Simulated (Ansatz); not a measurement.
A plane-wave DFT run in Ansatz 0.2.0 (scalar-relativistic PAW potentials unless the input names others): input and command.

```yaml
crystal:
  lattice:
    - [0.0, 2.8675250898, 2.7528240862]
    - [2.8675250898, 0.0, 2.7528240862]
    - [2.8675250898, 2.8675250898, 0.0]
  atoms:
    - { symbol: Ge, position: [0.5, 0.5, 0.5] }
    - { symbol: Ge, position: [0.75, 0.75, 0.75] }
basis:
  ecutwfc: 420
kpoints:
  mp_grid: { grid: [16, 16, 16] }
hamiltonian:
  xc: gga
scf:
  occupations: { method: gaussian, width: 0.15 }
  max_iter: 60
output:
  forces: true
  eigenvalues: true
  stress: true
```

```bash
ansatz run input.yaml --threads 1 --pin off --max-ram 2560MiB --backend cpu --events-out ev --progress --plain --runs-dir out
```

**Question.** What is wrong with this input?

**Answer.** The program refuses it, because of an unknown functional (hamiltonian.xc: "pbesol" → "gga"). With the sound run's settings it is accepted.

Abridged log:
```
Error: YAML parse error: error: line 14 column 7: hamiltonian.xc: unknown variant `gga`, expected one of `lda`, `lda-pw`, `pw92`, `pbe`, `pbesol`, `rpbe`, `revpbe`, `blyp`, `pbe0`, `revpbe0`, `b3lyp`, `b3lyp5`, `hse06`, `wpbeh`, `hiss`, `lc_wpbe`, `cam_b3lyp`, `hf`, `r2scan`, `r2scanh`, `r2scan0`, `r2scan50`, `mr2scan`
  --> <input>:14:7
   |
12 |   mp_grid: { grid: [16, 16, 16] }
13 | hamiltonian:
14 |   xc: gga
   |       ^ hamiltonian.xc: unknown variant `gga`, expected one of `lda`, `lda-pw`, `pw92`, `pbe`, `pbesol`, `rpbe`, `revpbe`, `blyp`, `pbe0`, `revpbe0`, `b3lyp`, `b3lyp5`, `hse06`, `wpbeh`, `hiss`, `lc_wpbe`, `cam_b3lyp`, `hf`, `r2scan`, `r2scanh`, `r2scan0`, `r2scan50`, `mr2scan`
15 | scf:
16 |   occupations: { method: gaussian, width: 0.15 }
   |
```